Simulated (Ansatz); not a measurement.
Fe (bcc (W type)), relaxed with r²SCAN+D4 (Ansatz, a first-principles code, plane waves, PAW): a = b = c = 2.8602 Å, α = β = γ = 90.00°.

B₀ by P(V) fit (GPa): 178
K_Hill (GPa): 175
G_Hill (GPa): 65.2
Θ_D (K): 422
spin order and moments (μB): ferromagnetic; net 2.65 per atom; largest site about 2.8

Q: The same phase is relaxed and computed with PBE in the same code. What are the cell and these values now?

A: a = b = c = 2.831 Å, α = β = γ = 90.00°.

- B₀ by P(V) fit (GPa) = 192
- K_Hill (GPa) = 192
- G_Hill (GPa) = 88.9
- Θ_D (K) = 488
- spin order and moments (μB) = ferromagnetic; net 2.17 per atom; largest site about 2.2

Spin orders computed, not proven ground states: Fe, bcc (W type) with r²SCAN+D4 ferromagnetic; Fe, bcc (W type) with PBE ferromagnetic. All cells were relaxed under the symmetry of their starts (and spin orders); stability against distortions was not tested throughout.

Potentials: the earlier of the program's two PAW sets.

Ansatz is a plane-wave DFT program.
